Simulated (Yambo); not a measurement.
K₃CoF₆ (space group Fm-3m, No. 225), G0W0@LDA (Yambo, plasmon pole, terminator in G, 2×2×2 mesh): gap X → X in eV by bands and screening block.

```tsv
bands (W and G)	2 Ry	3 Ry	5 Ry	6 Ry	8 Ry
81	6.83	6.02	___	5.39	5.21
121	6.70	5.96	5.31	___	5.01
173	6.73	5.94	5.27	5.11	4.96
237	6.70	5.94	5.25	5.11	4.94
303	6.69	___	5.27	5.11	4.93
```

Problem. Estimate the withheld gaps from their neighbours; the computed values follow.

Solution. 
- 81, 5 Ry: 5.50
- 121, 6 Ry: 5.16
- 303, 3 Ry: 5.90

The largest settings aren't shown to be the converged limit.

Geometry of the Materials Project entry, not relaxed at this level; primitive cell a = b = c = 6.048 Å, α = β = γ = 60.00°.

The structure is a Materials Project entry; no match was found in the copy of COD used, and its stability was not checked.

The runs are not spin-polarised; magnetic order was not tried.
